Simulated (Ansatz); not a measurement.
# Calculated with Ansatz: LaB3Ir, relaxation

Launch command:

```bash
ansatz run input.yaml --threads 2 --pin off --max-ram 2560MiB --backend cpu --events-out ev --progress --plain --runs-dir out
```

input.yaml:

```yaml
crystal:
  lattice:
    - [0.0, 3.832888, 0.0]
    - [3.832888, 0.0, 0.0]
    - [1.916444, 1.916444, -4.40361]
  atoms:
    - { symbol: La, position: [0.0, 0.0, 0.0] }
    - { symbol: B, position: [0.7615, 0.2615, 0.477] }
    - { symbol: B, position: [0.2615, 0.7615, 0.477] }
    - { symbol: Ir, position: [0.6553, 0.6553, 0.6894] }
    - { symbol: B, position: [0.4112, 0.4112, 0.1776] }
  symmetry: { tolerance: 0.0003 }
kpoints:
  mp_grid: { grid: [7, 7, 7], shift: [0, 0, 0] }
magnetization:
  spin_polarized: false
scf:
  occupations: { method: fermi_dirac, width: 0.0804 }
  lower_state_search: "off"
hamiltonian:
  pseudopotentials: { kind: paw }
  xc: pbe
basis:
  ecutwfc: 420
  fft_grid_basis: typed
relax:
  max_steps: 40
  cell: { p_target: 0.0 }
  f_tol: 0.03
output:
  forces: true
  stress: true
  eigenvalues: true
  bader: true
  populations: true
  elf: true
  write_potential: true
  volumetric_format: npy
  dos:
    e_range: [-12, 8]
    de: 0.05
    projected: { site_lists: { B: [B], Ir: [Ir], La: [La] } }
checkpoint:
  read: saved_state
```

Origin of the cell: a known structure type with other elements, at an estimated volume, so it need not be a known compound.

The saved state is a converged single point of the same cell.

Steps («new basis» is an SCF on plane waves selected anew at the same cell):

```tsv
step	ΔF (meV/atom)	max force component (eV/Å)	P (GPa)	volume (Å³)	SCF iterations	step was
1	0.0	1.195	8.36	64.69	6	accepted
2	-13.4	1.080	-3.97	68.58	7	accepted
3	-36.1	0.422	-1.20	66.64	7	accepted
4	-47.1	0.279	-0.46	65.60	6	accepted
5	-65.5	0.989	3.12	62.87	7	accepted
6	-90.2	0.398	0.69	64.17	6	accepted
7	-107.1	0.672	1.84	63.91	7	accepted
8	-122.6	0.323	3.47	64.41	7	accepted
9	-124.5	0.301	-2.51	67.09	7	accepted
10	-128.1	0.210	0.46	65.79	6	accepted
11	-128.8	0.033	-0.35	65.98	6	accepted
12	-128.9	0.005	-0.02	65.89	5	accepted
13	-135.9	0.005	0.66	65.89	7	new basis
14	-137.9	0.048	0.21	66.22	6	accepted
15	-138.5	0.028	0.08	66.51	6	accepted
16	-138.5	0.007	-0.03	66.52	6	accepted
17	-138.7	0.007	-0.02	66.52	6	new basis
```

Step 1, with forces in eV/Å:

```xyz
5
Lattice="0.000 3.833 0.000 3.833 0.000 0.000 1.916 1.916 -4.404" Properties=species:S:1:pos:R:3:forces:R:3 pbc="T T T" step=1
La    0.000    0.000    0.000    0.000    0.000   -0.139
B     1.916    3.833   -2.101    0.000    0.000    0.809
B     3.833    1.916   -2.101    0.000    0.000    0.809
Ir    3.833    3.833   -3.036    0.000    0.000   -0.284
B     1.916    1.916   -0.782    0.000    0.000   -1.195
```

Step 2, with forces in eV/Å:

```xyz
5
Lattice="0.000 3.957 0.000 3.957 0.000 0.000 1.979 1.979 -4.379" Properties=species:S:1:pos:R:3:forces:R:3 pbc="T T T" step=2
La    0.000    0.000   -0.045    0.000    0.000    1.080
B     1.979    3.957   -2.040    0.000    0.000   -0.123
B     3.957    1.979   -2.040    0.000    0.000   -0.123
Ir    3.957    3.957   -2.996    0.000    0.000   -0.462
B     1.979    1.979   -0.853    0.000    0.000   -0.372
```

Step 3, with forces in eV/Å:

```xyz
5
Lattice="0.000 3.921 0.000 3.921 0.000 0.000 1.961 1.961 -4.334" Properties=species:S:1:pos:R:3:forces:R:3 pbc="T T T" step=3
La    0.000    0.000    0.045    0.000    0.000    0.031
B     1.961    3.921   -2.018    0.000    0.000    0.170
B     3.921    1.961   -2.018    0.000    0.000    0.170
Ir    3.921    3.921   -2.999    0.000    0.000    0.051
B     1.961    1.961   -0.903    0.000    0.000   -0.422
```

Step 4, with forces in eV/Å:

```xyz
5
Lattice="0.000 3.887 0.000 3.887 0.000 0.000 1.943 1.943 -4.343" Properties=species:S:1:pos:R:3:forces:R:3 pbc="T T T" step=4
La    0.000    0.000    0.049    0.000    0.000    0.042
B     1.943    3.887   -1.988    0.000    0.000    0.114
B     3.887    1.943   -1.988    0.000    0.000    0.114
Ir    3.887    3.887   -3.006    0.000    0.000    0.008
B     1.943    1.943   -0.974    0.000    0.000   -0.279
```

Step 5, with forces in eV/Å:

```xyz
5
Lattice="0.000 3.729 0.000 3.729 0.000 0.000 1.864 1.864 -4.522" Properties=species:S:1:pos:R:3:forces:R:3 pbc="T T T" step=5
La    0.000    0.000    0.030    0.000    0.000   -0.019
B     1.864    3.729   -1.957    0.000    0.000   -0.719
B     3.729    1.864   -1.957    0.000    0.000   -0.719
Ir    3.729    3.729   -3.139    0.000    0.000    0.989
B     1.864    1.864   -1.213    0.000    0.000    0.467
```

Step 6, with forces in eV/Å:

```xyz
5
Lattice="0.000 3.723 0.000 3.723 0.000 0.000 1.862 1.862 -4.629" Properties=species:S:1:pos:R:3:forces:R:3 pbc="T T T" step=6
La    0.000    0.000    0.011    0.000    0.000   -0.259
B     1.862    3.723   -2.040    0.000    0.000   -0.064
B     3.723    1.862   -2.040    0.000    0.000   -0.064
Ir    3.723    3.723   -3.175    0.000    0.000    0.398
B     1.862    1.862   -1.184    0.000    0.000   -0.011
```

Step 7, with forces in eV/Å:

```xyz
5
Lattice="0.000 3.630 0.000 3.630 0.000 0.000 1.815 1.815 -4.849" Properties=species:S:1:pos:R:3:forces:R:3 pbc="T T T" step=7
La    0.000    0.000   -0.041    0.000    0.000   -0.191
B     1.815    3.630   -2.120    0.000    0.000   -0.115
B     3.630    1.815   -2.120    0.000    0.000   -0.115
Ir    3.630    3.630   -3.296    0.000    0.000    0.672
B     1.815    1.815   -1.255    0.000    0.000   -0.251
```

Step 8, with forces in eV/Å:

```xyz
5
Lattice="0.000 3.566 0.000 3.566 0.000 0.000 1.783 1.783 -5.064" Properties=species:S:1:pos:R:3:forces:R:3 pbc="T T T" step=8
La    0.000    0.000   -0.087    0.000    0.000    0.103
B     1.783    3.566   -2.200    0.000    0.000    0.211
B     3.566    1.783   -2.200    0.000    0.000    0.211
Ir    3.566    3.566   -3.338    0.000    0.000   -0.323
B     1.783    1.783   -1.395    0.000    0.000   -0.202
```

Step 9, with forces in eV/Å:

```xyz
5
Lattice="0.000 3.563 0.000 3.563 0.000 0.000 1.782 1.782 -5.283" Properties=species:S:1:pos:R:3:forces:R:3 pbc="T T T" step=9
La    0.000    0.000   -0.114    0.000    0.000    0.243
B     1.782    3.563   -2.251    0.000    0.000   -0.301
B     3.563    1.782   -2.251    0.000    0.000   -0.301
Ir    3.563    3.563   -3.434    0.000    0.000    0.161
B     1.782    1.782   -1.573    0.000    0.000    0.198
```

Step 10, with forces in eV/Å:

```xyz
5
Lattice="0.000 3.543 0.000 3.543 0.000 0.000 1.771 1.771 -5.242" Properties=species:S:1:pos:R:3:forces:R:3 pbc="T T T" step=10
La    0.000    0.000   -0.073    0.000    0.000   -0.210
B     1.771    3.543   -2.257    0.000    0.000    0.117
B     3.543    1.771   -2.257    0.000    0.000    0.117
Ir    3.543    3.543   -3.421    0.000    0.000   -0.101
B     1.771    1.771   -1.536    0.000    0.000    0.077
```

Step 11, with forces in eV/Å:

```xyz
5
Lattice="0.000 3.553 0.000 3.553 0.000 0.000 1.777 1.777 -5.227" Properties=species:S:1:pos:R:3:forces:R:3 pbc="T T T" step=11
La    0.000    0.000   -0.092    0.000    0.000   -0.026
B     1.777    3.553   -2.250    0.000    0.000    0.010
B     3.553    1.777   -2.250    0.000    0.000    0.010
Ir    3.553    3.553   -3.419    0.000    0.000    0.033
B     1.777    1.777   -1.507    0.000    0.000   -0.026
```

Step 13, with forces in eV/Å:

```xyz
5
Lattice="0.000 3.550 0.000 3.550 0.000 0.000 1.775 1.775 -5.227" Properties=species:S:1:pos:R:3:forces:R:3 pbc="T T T" step=13
La    0.000    0.000   -0.093    0.000    0.000   -0.005
B     1.775    3.550   -2.248    0.000    0.000    0.003
B     3.550    1.775   -2.248    0.000    0.000    0.003
Ir    3.550    3.550   -3.417    0.000    0.000    0.003
B     1.775    1.775   -1.511    0.000    0.000   -0.005
```

Step 14, with forces in eV/Å:

```xyz
5
Lattice="0.000 3.529 0.000 3.529 0.000 0.000 1.764 1.764 -5.317" Properties=species:S:1:pos:R:3:forces:R:3 pbc="T T T" step=14
La    0.000    0.000   -0.104    0.000    0.000   -0.023
B     1.764    3.529   -2.281    0.000    0.000   -0.017
B     3.529    1.764   -2.281    0.000    0.000   -0.017
Ir    3.529    3.529   -3.465    0.000    0.000    0.048
B     1.764    1.764   -1.553    0.000    0.000    0.010
```

Step 15, with forces in eV/Å:

```xyz
5
Lattice="0.000 3.508 0.000 3.508 0.000 0.000 1.754 1.754 -5.403" Properties=species:S:1:pos:R:3:forces:R:3 pbc="T T T" step=15
La    0.000    0.000   -0.118    0.000    0.000   -0.002
B     1.754    3.508   -2.313    0.000    0.000    0.006
B     3.508    1.754   -2.313    0.000    0.000    0.006
Ir    3.508    3.508   -3.506    0.000    0.000   -0.028
B     1.754    1.754   -1.588    0.000    0.000    0.019
```

Step 17, with forces in eV/Å:

```xyz
5
Lattice="0.000 3.509 0.000 3.509 0.000 0.000 1.754 1.754 -5.403" Properties=species:S:1:pos:R:3:forces:R:3 pbc="T T T" step=17
La    0.000    0.000   -0.119    0.000    0.000    0.000
B     1.754    3.509   -2.314    0.000    0.000   -0.002
B     3.509    1.754   -2.314    0.000    0.000   -0.002
Ir    3.509    3.509   -3.509    0.000    0.000    0.007
B     1.754    1.754   -1.585    0.000    0.000   -0.002
```

- Free energy lowered by: 138.7 meV/atom
- Volume change: 2.82 %
- Final pressure: -0.02 GPa
- Relaxation steps listed: 17
- Formation energy (elements under the same functional, gases as molecules, uncorrected): -0.040 eV/atom

Caveats: no moments, though an odd count or open d shells may carry them; no spin-orbit coupling, though heavy elements are present; the relaxation held the start's symmetry, so the end may be a saddle point.

The run took 110 s on 2 threads of Arm Neoverse V1, on a shared host, peak memory 0.44 GiB, from a saved density.
